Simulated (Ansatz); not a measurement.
Starting cell, GaN (wurtzite):

```
CELL_PARAMETERS angstrom
      3.18312     0.00000     0.00000
     -1.59156     2.75667     0.00000
      0.00000     0.00000     5.18363
ATOMIC_POSITIONS crystal
  Ga 0.66667 0.33333 0.00099
  Ga 0.33333 0.66667 0.50099
  N  0.66667 0.33333 0.62421
  N  0.33333 0.66667 0.12421
```

In each cell atom 2 (Ga, nearest neighbour N at 1.946 Å; its periodic images, 3.2 Å or more away, move with it) moves by s·(0.707, 0.707, 0.000) (along Cartesian [110]), the rest being held.

Computed with r2SCAN (plane waves to 500 eV, PAW, scalar-relativistic; Ansatz, a program for electronic structure). k mesh 10×10×5 (Γ-centred), Fermi-Dirac smearing 0.05 eV. Energies are smeared free energies. GaN was relaxed with its symmetry unable to fall. ΔE is measured from the undisplaced structure.

| s (Å) | ΔE (meV/cell) |
|---|---|
| -0.190 | 290.4 |
| -0.152 | withheld |
| -0.114 | 97.3 |
| -0.076 | 41.8 |
| -0.038 | 10.1 |
| 0.000 | 0.0 |
| 0.038 | 9.5 |
| 0.076 | 37.0 |
| 0.114 | 81.0 |
| 0.152 | 140.4 |
| 0.190 | 214.0 |

Question: Fit a polynomial form (powers 2, 3, 4) to the given rows and predict ΔE at s = -0.152.

Answer: Least squares on the 10 given rows: ΔE = (6794)·s² + (-5562)·s³ + (5344)·s⁴, in meV/cell with s in Å; root-mean-square residual 0.07 meV/cell. At -0.152 the fit gives 179.4 meV/cell; the calculation gives 179.2 meV/cell, so the interpolation is off by 0.2 (+0.1 %). The quadratic term alone would give 157.0 meV/cell.

(For displaced atoms, the force is minus the slope of the energy, and its curvature is a force constant, which sets phonon frequencies.)
